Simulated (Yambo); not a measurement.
LiHS (space group Pmc2_1, No. 26), G0W0@LDA in Yambo; all else as in the reference (2×4×1 Γ-centred k mesh, bands 5 to 257 and a 7 Ry block in the screening, 257 bands in G with the Bruneval-Gonze terminator, plasmon pole fitted at 27.2 eV). One parameter is varied: the cutoff of the exchange sum, over 5, 10, 20, 40, 74 Ry.

Task: From which value on does the gap Γ → Γ stay within 0.05 eV of the largest setting?

Result: From 10 Ry on.
| cutoff of the exchange sum (Ry) | G0W0 gap (eV) | valence shift (eV) |
|---|---|---|
| 5 | 5.59 | -1.06 |
| 10 | 5.73 | -1.40 |
| 20 | 5.74 | -1.44 |
| 40 | 5.74 | -1.44 |
| 74 | 5.74 | -1.44 |
The last step of the sweep still moves the gap by 0 meV; the other settings are held fixed.

Geometry of the Materials Project entry, not relaxed at this level; primitive cell a = 6.101 Å, b = 3.923 Å, c = 7.833 Å, α = β = γ = 90.00°.

A shift is the quasiparticle energy of the state minus its LDA energy.
